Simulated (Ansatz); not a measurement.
Starting cell, CdS (zinc blende):

```yaml
crystal:
  lattice:
    - [0.00000, 5.87906, 5.87906]
    - [2.93953, 2.93953, 5.87906]
    - [2.93953, 2.93953, 0.00000]
  atoms:
    - { symbol: S, position: [0.00000, 0.75000, 0.75000] }
    - { symbol: S, position: [0.50000, 0.75000, 0.75000] }
    - { symbol: Cd, position: [0.00000, 0.00000, 0.00000] }
    - { symbol: Cd, position: [0.50000, 0.00000, 0.00000] }
```

The atoms are displaced by Q × the pattern below (from a DFPT mode at X = (0.5, 0.5, 0.0), largest move 1; Q in Å), at fixed cell. It is one choice among 2 degenerate patterns. (q is in reciprocal vectors of the primitive cell; the cell shown is doubled to hold the pattern.)

```json
[
 {"atom": "S1", "x": "0.681", "y": "0.000", "z": "0.000"},
 {"atom": "S2", "x": "-0.681", "y": "0.000", "z": "0.000"},
 {"atom": "Cd3", "x": "0.000", "y": "1.000", "z": "0.000"},
 {"atom": "Cd4", "x": "0.000", "y": "-1.000", "z": "0.000"}
]
```

Calculation: r2SCAN (plane waves to 500 eV, PAW, scalar-relativistic; Ansatz, a first-principles code). k mesh 10×10×10 (Γ-centred), Fermi-Dirac smearing 0.05 eV. CdS was relaxed with its symmetry unable to fall. The PAW data are Ansatz's earlier set. 

```
Q (Å)   −dE/dQ from forces (eV/Å)
------  -------------------------
-0.100                      0.272
-0.083                      0.226
-0.067                      0.181
-0.050                      0.135
-0.033                      0.090
-0.017                      0.045
0.000                       0.000
0.017                      -0.045
0.033                      -0.090
0.050                      -0.135
0.067                      -0.181
0.083                      -0.226
0.100                      -0.272
```

Problem. What harmonic wavenumber does the curvature at Q = 0 give?

Solution. 54 cm⁻¹. E″ = 2.70 eV/Å², M = Σ mᵢ|uᵢ|² = 254.6 u, ν̃ = 521.5·√(|E″|/M).

(For displaced atoms, the force is minus the slope of the energy, and its curvature is a force constant, which sets phonon frequencies.)
